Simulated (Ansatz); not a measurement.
CdSe:
```xyz
4
Lattice="4.3402 0.0000 0.0000 -2.1701 3.7587 0.0000 0.0000 0.0000 7.0777" Properties=species:S:1:pos:R:3 pbc="T T T"
Cd     2.1701     1.2529     0.0039
Cd     0.0000     2.5058     3.5428
Se     2.1701     1.2529     4.4211
Se     0.0000     2.5058     0.8822
```

Relaxed with r²SCAN. Independent-particle spectrum: no excitons, no local fields, no scissors shift; 0.1 eV broadening; ε₁ of the summed bands alone.

Task: Tabulate the dielectric function from DFT-r²SCAN in the program Ansatz with PAW potentials.

Result: 

```csv
E (eV),ε₁ xx,ε₂ xx,ε₁ zz,ε₂ zz
0.0,6.38,0.00,6.44,0.00
0.5,6.50,0.00,6.55,0.00
1.0,7.09,0.03,7.08,0.01
1.5,7.14,1.22,7.31,1.25
2.0,6.93,1.49,7.03,1.61
2.5,7.08,1.69,7.08,1.84
3.0,7.70,2.05,7.43,2.15
3.5,8.17,4.21,8.28,2.75
4.0,8.57,5.55,10.51,4.94
4.5,5.59,6.51,5.38,9.71
5.0,4.14,6.56,2.22,8.54
5.5,1.82,8.63,0.32,4.38
6.0,3.96,4.53,5.45,3.54
6.5,3.82,8.88,3.47,8.23
7.0,-0.08,5.56,-0.85,6.07
7.5,-0.18,6.51,0.42,5.61
8.0,-2.97,5.97,-3.23,6.01
8.5,-2.32,2.77,-2.17,2.87
9.0,-1.56,2.80,-1.52,2.63
9.5,-1.67,2.06,-1.38,2.09
10.0,-1.36,1.67,-1.36,1.94
10.5,-0.79,1.32,-1.17,1.47
11.0,-0.49,1.33,-0.58,1.01
11.5,-0.61,1.33,-0.38,1.25
12.0,-0.69,1.08,-0.59,1.13
```

Task: From ε at 1.4 eV (xx: 7.24 + 1.11i), find n, k, the normal reflectivity and the absorption coefficient.

Result: n = 2.70, k = 0.206, R = 21 %, α = 2kE/ħc = 29000 cm⁻¹.

With all bands, ε∞ without local fields is 6.53 (xx = yy), 6.59 (zz). DFPT, with local fields, gives 6.36 (xx = yy), 6.50 (zz).

Space group P6_3mc (wurtzite). The r²SCAN relaxation kept the symmetry of its start; of distortions, only those at the zone centre were tested. Scalar-relativistic: spin–orbit coupling is off unless named, which matters more the heavier the elements.

Potentials: the later of the program's two PAW sets.
